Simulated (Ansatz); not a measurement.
SiMo:
```cif
data_MoSi
_chemical_formula_sum 'Si1 Mo1'
_space_group_name_H-M_alt 'P-6m2'
_space_group_IT_number 187
_space_group_name_Hall 'P -6 2'
_cell_length_a 3.08356
_cell_length_b 3.08356
_cell_length_c 3.47359
_cell_angle_alpha 90.000
_cell_angle_beta 90.000
_cell_angle_gamma 120.000
loop_
_atom_site_label
_atom_site_type_symbol
_atom_site_symmetry_multiplicity
_atom_site_Wyckoff_symbol
_atom_site_fract_x
_atom_site_fract_y
_atom_site_fract_z
_atom_site_occupancy
Si1 Si 1 a 0.00000 0.00000 0.00000 1
Mo1 Mo 1 d 0.33333 0.66667 0.50000 1
```

Relaxed at zero pressure with LDA (plane waves, PAW; program Ansatz).

Task: The volume is lowered by 3 % and shape and atoms relax at that volume. What pressure results, and how do the axes share the change?

Result: 7.0 GPa; a -1.3 %, b -1.3 %, c -0.4 %; the energy rises by 9 meV/atom.

Task: Give the new structure.

Result: 
Space group P-6m2 (No. 187); a = 3.043 Å, b = 3.043 Å, c = 3.459 Å, α = 90.00°, β = 90.00°, γ = 120.00°

```json
[
 {"atom": "Si", "site": "1a", "symmetry": "-6m2", "x": "0.0000", "y": "0.0000", "z": "0.0000"},
 {"atom": "Mo", "site": "1d", "symmetry": "-6m2", "x": "0.3333", "y": "0.6667", "z": "0.5000"}
]
```

The phase is kept; no other phase was compared at this pressure.

The first step of the workflow began from a Materials Project structure, measured or hypothetical; the Crystallography Open Database copy checked does not list it. Whether it is the stable phase at ambient conditions was not checked. The LDA relaxation kept the symmetry of its start; whether a distortion lowers the energy is not shown. No spin polarisation was allowed.

Potentials: the later of the program's two PAW sets.
